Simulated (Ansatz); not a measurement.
**HgPd (P4/mmm): electronic heat capacity and spin susceptibility from the density of states**

Theory: Ansatz 0.2.0, DFT PBEsol, scalar-relativistic, plane waves, PAW.

Plane waves to 420 eV, a k mesh through Γ of 14×14×12 on the computed 2-atom cell and Gaussian smearing (0.10 eV); no spin polarisation.

Relaxed cell: P4/mmm, a = 3.010 Å, b = 3.010 Å, c = 3.742 Å, α = 90.00°, β = 90.00°, γ = 90.00°, 2 atoms in the primitive cell. Whether it is the stable form of this composition wasn't checked.

The density of states at the Fermi level is 0.489 states/eV in the cell of 2 atoms (1 formula unit; both spins, tetrahedra on a 21×21×18 mesh).

**Question.** What Sommerfeld coefficient and Pauli susceptibility does this give?

**Answer.** Per formula unit N(E_F) = 0.489 states/eV. γ = (π²/3) k_B² N(E_F) N_A = 2.357 mJ/(mol K²) per state/eV, so γ = 1.2 mJ/(mol K²), a mole of formula units. χ_P = μ_B² N(E_F) N_A = 3.23×10⁻⁵ emu/mol per state/eV gives 1.6×10⁻⁵ emu/mol. This is the bare band result: a measured γ of the same phase is as a rule larger by a factor 1 + λ from phonons and spin fluctuations, the spin part of χ is larger by the Stoner factor, and a measured χ also holds orbital and core terms. N(E_F) at one energy is sensitive to the mesh where the density of states has sharp peaks.

Spin-orbit coupling is left out, which matters for the bands of heavy elements.